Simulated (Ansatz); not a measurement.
Relaxed candidate structures of InAs:

A. Fm-3m (No. 225), cF8, rock salt type; a = b = c = 5.6516 Å, α = β = γ = 90.00°; As 4a (0.000, 0.000, 0.000); In 4b (0.500, 0.500, 0.500)

B. F-43m (No. 216), cF8, zinc blende type; a = b = c = 6.0874 Å, α = β = γ = 90.00°; As 4c (0.250, 0.250, 0.250); In 4a (0.000, 0.000, 0.000)

Order them by energy per atom (lowest first) at the level PBEsol (plane waves to 420 eV, PAW, scalar-relativistic; Ansatz, a first-principles code).

B (reference), A (+0.14 eV/atom)

Each run could gain symmetry but not lose that of its start, so entries can be saddle points.  Static energies at zero pressure. The runs use different k-meshes, so differences are rounded accordingly. No spin polarisation in the result.
